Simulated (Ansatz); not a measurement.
Total density of states per atom from DFT-r²SCAN in the program Ansatz with PAW potentials, in 0.25 eV bins, energy from the valence-band maximum:

(E (eV), states/eV/atom): (-7.85, 0.26); (-7.60, 0.27); (-7.35, 0.28); (-7.10, 0.30); (-6.85, 0.34); (-6.60, 0.38); (-6.35, 0.37); (-6.10, 0.37); (-5.85, 0.36); (-5.60, 0.35); (-5.35, 0.35); (-5.10, 0.34); (-4.85, 0.34); (-4.60, 0.33); (-4.35, 0.32); (-4.10, 0.32); (-3.85, 0.32); (-3.60, 0.31); (-3.35, 0.30); (-3.10, 0.29); (-2.85, 0.23); (-2.60, 0.19); (-2.35, 0.16); (-2.10, 0.14); (-1.85, 0.12); (-1.60, 0.10); (-1.35, 0.09); (-1.10, 0.07); (-0.85, 0.06); (-0.60, 0.05); (-0.35, 0.03); (-0.10, 0.01); (0.15, 0.00); (0.40, 0.00); (0.65, 0.00); (0.90, 0.00); (1.15, 0.00); (1.40, 0.00); (1.65, 0.00); (1.90, 0.00); (2.15, 0.00); (2.40, 0.00); (2.65, 0.00); (2.90, 0.00); (3.15, 0.00); (3.40, 0.00); (3.65, 0.00); (3.90, 0.00); (4.15, 0.00); (4.40, 0.01); (4.65, 0.04); (4.90, 0.07); (5.15, 0.10); (5.40, 0.13); (5.65, 0.15); (5.90, 0.19); (6.15, 0.21); (6.40, 0.23); (6.65, 0.25); (6.90, 0.26); (7.15, 0.28); (7.40, 0.30); (7.65, 0.32); (7.90, 0.35); (8.15, 0.38); (8.40, 0.45); (8.65, 0.56); (8.90, 0.44); (9.15, 0.45)

Pick the material that matches.
(A) SiC, rock salt
(B) SiC, Pnma (Si on 4c, C on 4c)
(C) C, diamond
(D) AlRu2C, P6_3/mmc (Al on 2d, Ru on 4f, C on 2a)

C, C, diamond. Top 1 eV of the valence band: C 2p 98 %. Bottom 1 eV of the conduction band: C 2p 53 %, C 2s 38 %, outside the projected shells 9 %. Projections are on Löwdin-orthogonalised atomic valence shells; empty p or d shells of many metals are not among them.

Space group Fd-3m (diamond). The cell was relaxed with r²SCAN under the symmetry of its start.

Potentials: the later of the program's two PAW sets.
